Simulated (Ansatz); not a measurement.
Relaxed ZnSe (zinc blende):

```
ZnSe
1.0
    0.00000     5.66546     5.66546
    2.83273     0.00000     2.83273
    2.83273     2.83273     0.00000
Se Zn
2 2
Direct
  0.37500   0.75000   0.75000
  0.87500   0.75000   0.75000
  0.00000   0.00000   0.00000
  0.50000   0.00000   0.00000
```

All values below come from r2SCAN (plane waves to 500 eV, PAW, scalar-relativistic; Ansatz, a first-principles code). k mesh 4×8×8 (Γ-centred), Fermi-Dirac smearing 0.05 eV. ZnSe was relaxed with its symmetry unable to fall.

One atom of the cell was then moved (with its periodic images), all else fixed, and the forces (eV/Å) came out as:

| atom | Fx | Fy | Fz |
|---|---|---|---|
| Se1 | 0.095 | 0.095 | 0.004 |
| Se2 | -0.902 | -0.891 | -0.408 |
| Zn3 | 0.799 | 0.763 | 0.382 |
| Zn4 | 0.008 | 0.033 | 0.021 |

Which atom was moved, and by which vector (Å)?

Se2, by (0.14, 0.14, 0.00), 0.20 Å in all.

(For displaced atoms, the force is minus the slope of the energy, and its curvature is a force constant, which sets phonon frequencies.)
